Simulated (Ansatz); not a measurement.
Consider the following.

Relaxed ZnSe (zinc blende):

```yaml
crystal:
  lattice:
    - [0.00000, 5.73301, 5.73301]
    - [2.86650, 2.86650, 5.73301]
    - [2.86650, 2.86650, 0.00000]
  atoms:
    - { symbol: Se, position: [0.00000, 0.75000, 0.75000] }
    - { symbol: Se, position: [0.50000, 0.75000, 0.75000] }
    - { symbol: Zn, position: [0.00000, 0.00000, 0.00000] }
    - { symbol: Zn, position: [0.50000, 0.00000, 0.00000] }
```

The atoms are displaced by Q × the pattern below (from a DFPT mode at X = (0.5, 0.5, 0.0), largest move 1; Q in Å), at fixed cell. It is one choice among 2 degenerate patterns. (q is in reciprocal vectors of the primitive cell; the cell shown is doubled to hold the pattern.)

| atom | x | y | z |
|---|---|---|---|
| Se1 | 0.000 | 1.000 | 0.000 |
| Se2 | 0.000 | -1.000 | 0.000 |
| Zn3 | -0.834 | 0.000 | 0.000 |
| Zn4 | 0.834 | 0.000 | 0.000 |

The numbers are results of PBE (plane waves to 420 eV, PAW, scalar-relativistic; Ansatz, an electronic-structure program), not measurements. k mesh 10×10×10 (Γ-centred), Fermi-Dirac smearing 0.05 eV. E stands for the smeared free energy. ZnSe was relaxed with its symmetry unable to fall. ΔE is measured from the undisplaced structure.

The scan covers Q from -0.180 to 0.180 Å in 13 points.

### Question
Which space group does the distorted structure have?

### Answer
C222_1 (No. 20), lowered from F-43m.

### Question
Is this a single well or a double well?

### Answer
A single well with its minimum at or next to zero displacement.

### Question
What is the energy change at Q = 0.180 Å?

### Answer
599 meV/cell.

### Question
What harmonic wavenumber does the curvature at Q = 0 give?

### Answer
198 cm⁻¹.

(A displaced cell: forces are minus the slopes of the energy, force constants its curvatures, and phonons follow from these.)
